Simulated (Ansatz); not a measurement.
WS2:
```cif
data_S6W3
_chemical_formula_sum 'W3 S6'
_space_group_name_H-M_alt 'R3m :H'
_space_group_IT_number 160
_space_group_name_Hall 'R 3 -2"'
_cell_length_a 3.17361
_cell_length_b 3.17361
_cell_length_c 18.81726
_cell_angle_alpha 90.000
_cell_angle_beta 90.000
_cell_angle_gamma 120.000
loop_
_atom_site_label
_atom_site_type_symbol
_atom_site_symmetry_multiplicity
_atom_site_Wyckoff_symbol
_atom_site_fract_x
_atom_site_fract_y
_atom_site_fract_z
_atom_site_occupancy
W1 W 3 a 0.00000 0.00000 0.99933 1
S1 S 3 a 0.00000 0.00000 0.58309 1
S2 S 3 a 0.00000 0.00000 0.74888 1
```
(The calculation used a cell of 3 atoms; values per cell refer to that cell.)

Relaxed with r²SCAN+D4. r²SCAN+D4 (plane waves, PAW; program Ansatz) gives a gap of 1.21 eV.

Problem. What gap does HSE06 give on the same cell (Ansatz, PAW)?

Solution. 1.63 eV, 0.42 eV more. The hybrid was solved on a coarser mesh and at special points; the gap given is the minimum over both.

```json
[
 {"k": "Γ", "v1 r²SCAN+D4": "-1.15", "c1 r²SCAN+D4": "2.38", "v1 HSE06": "?", "c1 HSE06": "?"},
 {"k": "T", "v1 r²SCAN+D4": "0.00", "c1 r²SCAN+D4": "2.45", "v1 HSE06": "?", "c1 HSE06": "?"},
 {"k": "L", "v1 r²SCAN+D4": "-1.74", "c1 r²SCAN+D4": "2.38", "v1 HSE06": "?", "c1 HSE06": "?"},
 {"k": "F", "v1 r²SCAN+D4": "-1.59", "c1 r²SCAN+D4": "2.34", "v1 HSE06": "-1.75", "c1 HSE06": "2.89"},
 {"k": "S0", "v1 r²SCAN+D4": "-0.69", "c1 r²SCAN+D4": "1.27", "v1 HSE06": "-0.67", "c1 HSE06": "1.65"},
 {"k": "H0", "v1 r²SCAN+D4": "-0.71", "c1 r²SCAN+D4": "1.30", "v1 HSE06": "?", "c1 HSE06": "?"}
]
```

Problem. Top valence (v1) and lowest conduction level (c1) in eV from each method's valence maximum (which need not be a listed point): supply the withheld HSE06 values.

Solution. 
- H0, v1 HSE06: -0.70
- H0, c1 HSE06: 1.68
- T, v1 HSE06: 0.00
- T, c1 HSE06: 2.99
- Γ, v1 HSE06: -1.21
- Γ, c1 HSE06: 2.92
- L, v1 HSE06: -1.90
- L, c1 HSE06: 2.93

Cost on shared cores: the r²SCAN+D4 run (SCF on a 10×10×10 mesh, then bands and DOS) around 40 core-seconds (rough), the HSE06 run (SCF on 8×8×8, then a few points) very roughly 4 core-minutes; the tasks are unlike.

The first step of the workflow began from a Materials Project structure, measured or hypothetical; the Crystallography Open Database files this formula in space group No. 160, but the cells were not matched. It is not the phase usual at ambient conditions (space group No. 194). Symmetry was held in the r²SCAN+D4 relaxation; whether a distortion lowers the energy is not shown. No spin polarisation was allowed. Spin–orbit coupling is left out wherever it is not named.

Potentials: the earlier of the program's two PAW sets. The files were generated under PBE; for other functionals the program regenerates the frozen cores, and for LDA and PBEsol the local potential too.
